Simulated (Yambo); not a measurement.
G0W0@PBEsol for Sc2Si2O7 (space group C2/m, No. 12) in Yambo. Reference settings: 2×2×4 Γ-centred k mesh, bands 3 to 196 and a 7 Ry block in the screening, 196 bands in G with the Bruneval-Gonze terminator, plasmon pole fitted at 27.2 eV. The PBEsol gap Γ → (-0.5, -0.5, 0) on this mesh is 4.35 eV; G0W0 gaps are taken between the same points.

The settings were changed. The gap went from 7.35 eV to 9.29 eV, and the shift of the valence edge from -0.98 eV to -1.84 eV.

Task: Name the change that produced these shifts.
A. 84 bands in W, 84 bands in G
B. 6 Ry block
C. 1 Ry block
D. 84 bands in G, no terminator

Result: C, 1 Ry block. The others gave (gap, valence shift): 84 bands in W, 84 bands in G: 7.46, -0.81 eV; 84 bands in G, no terminator: 7.43, -0.31 eV; 6 Ry block: 7.34, -0.96 eV.

Geometry of the Materials Project entry, not relaxed at this level; primitive cell a = 5.363 Å, b = 5.363 Å, c = 4.691 Å, α = 97.70°, β = 97.70°, γ = 105.12°.

A shift is the quasiparticle energy of the state minus its PBEsol energy.
